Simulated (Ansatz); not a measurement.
Consider the following.

HgTe (zinc blende, space group No. 216), a = b = c = 6.5728 Å, α = β = γ = 90.00°; the cell used has 2 atoms.

This is the r²SCAN-relaxed structure.

Question: All from the program Ansatz at the r²SCAN level (PAW), unless another level is named. Estimate the Young's modulus.

Answer: 37.2 GPa.

Question: Predict the highest zone-centre frequency.

Answer: 101 cm⁻¹.

Question: Give the elastic constants (relaxed ions, GPa).

Answer: C11 = 50.4, C12 = 34.9, C44 = 20.4.

Space group F-43m (zinc blende). The r²SCAN relaxation kept the symmetry of its start; of distortions, only those at the zone centre were tested. As this level gives no gap, shear constants depend on the k-mesh and smearing (Fermi–Dirac, 0.1 eV here). As this level gives no gap, phonon frequencies hold no LO–TO term and depend on the k-mesh and smearing (Fermi–Dirac, 0.1 eV here). Spin–orbit coupling is left out wherever it is not named.

Potentials: the later of the program's two PAW sets.
